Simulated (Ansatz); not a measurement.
MnGe$_{2}$:
```xyz
6
Lattice="3.3093 0.0000 0.0000 0.0000 3.3093 0.0000 0.0000 0.0000 8.0211" Properties=species:S:1:pos:R:3 pbc="T T T"
Mn     0.0000     0.0000     0.0000
Ge     0.0000     0.0000     2.7335
Ge     0.0000     0.0000     5.2876
Mn     1.6547     1.6547     4.0105
Ge     1.6547     1.6547     6.7440
Ge     1.6547     1.6547     1.2771
```
Starting moments (μB, in the order of the atoms Mn Ge Ge Mn Ge Ge): 2.4 0.1 0.1 -2.4 -0.1 -0.1.

Relaxed with PBE. Special points in fractions of this cell's reciprocal vectors: Γ (0.000, 0.000, 0.000); X (0.000, 0.500, 0.000); M (0.500, 0.500, 0.000); Z (0.000, 0.000, 0.500); R (0.000, 0.500, 0.500); A (0.500, 0.500, 0.500).

Question: List the band energies nearest the Fermi level at these points for DFT-PBE in the program Ansatz with PAW potentials.

Answer: In eV from the Fermi level; about four levels below and three above (degenerate sets whole), none deeper than 8.9 eV; points with the same levels are listed once.

| k | below | above |
|---|---|---|
| Γ ↑ | -0.51 -0.51 -0.42 -0.42 | 0.51 1.48 2.36 |
| X ↑ | -1.56 -1.56 -1.51 -1.13 -0.97 | 0.32 1.06 1.56 |
| M ↑ | -1.89 -1.89 -1.04 -0.34 | 0.66 1.47 1.47 |
| Z ↑ | -1.01 -1.01 -0.78 -0.78 | 0.51 0.67 0.67 |
| R ↑ | -1.63 -1.31 -1.03 -0.89 | 0.35 0.93 1.53 |
| A ↑ | -1.49 -1.49 -1.29 -1.04 | 0.56 1.16 1.71 |

Space group I4/mmm (MoSi2 or CaC2 type). A made-up cell: these elements were put on the sites of a structure type; neither database checked (COD, Materials Project) lists it. Its standing as an ambient phase is unchecked. The cell keeps a stress of up to 0.3 GPa. Symmetry was held in the PBE relaxation, as lowered by the spin order; its stability against distortions is not shown here. The final state is antiferromagnetic, chosen from 4 collinear starts compared on coarse meshes (ties went to the first, and starts can fall back to one state), not a proven ground state. Point labels and valley counts follow the cell and symmetry of the run, lower than the named group. Spin–orbit coupling is left out wherever it is not named.

Potentials: the later of the program's two PAW sets.
